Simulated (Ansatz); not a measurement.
Relaxed-ion elastic tensor of Pd (fcc (Cu type), Fm-3m) in GPa (Voigt order), the program Ansatz at the r²SCAN level (PAW); density 11.85 g/cm³, 14.91 Å³ per atom.

```
 218   169   169   0.0   0.0   0.0
 169   218   169   0.0   0.0   0.0
 169   169   218   0.0   0.0   0.0
 0.0   0.0   0.0  73.8   0.0   0.0
 0.0   0.0   0.0   0.0  73.8   0.0
 0.0   0.0   0.0   0.0   0.0  73.8
```

Problem. Is the crystal mechanically stable?

Solution. Yes: the smallest eigenvalue of C is 49.1 GPa.

Problem. Work out the Voigt, Reuss and Hill averages.

Solution. K_V = 186, K_R = 186, K_H = 186; G_V = 54.1, G_R = 40.9, G_H = 47.5 GPa.

Problem. Give Young's modulus, Poisson's ratio, Pugh's ratio and the universal anisotropy index.

Solution. E = 9KG/(3K + G) = 131 GPa; ν = 0.38; K/G = 3.91 (ductile by the Pugh limit of 1.75); A_U = 5G_V/G_R + K_V/K_R − 6 = 1.61.

Problem. Estimate the sound speeds and the Debye temperature.

Solution. v_l = √((K + 4G/3)/ρ) = 4580 m/s, v_t = √(G/ρ) = 2000 m/s, mean 2260 m/s; Θ = (h/k)(3n/4πV)^(1/3) v_m = 273 K.

Problem. Give the Zener ratio and Young's modulus along [100], [110] and [111].

Solution. A = 2C44/(C11 − C12) = 3.01; 1/E = S11 − 2(S11 − S12 − S44/2)Γ with Γ = 0, 1/4, 1/3 gives 70.5, 135, 195 GPa.

Problem. Solve the Christoffel equation for the three sound speeds along [100], [110], [111].

Solution. Eigenvalues of C_ijkl n_j n_l equal ρv². In km/s, slowest first: [100] 2.49, 2.49, 4.29; [110] 1.44, 2.49, 4.75; [111] 1.86, 1.86, 4.90.

The cell was relaxed with r²SCAN under the symmetry of its start. The run is not spin-polarised. As this level gives no gap, shear constants depend on the k-mesh and smearing (Fermi–Dirac, 0.1 eV here). On the denser mesh and wider smearing of the elastic run this cell carries a stress of 0.4 GPa.

Potentials: the later of the program's two PAW sets.
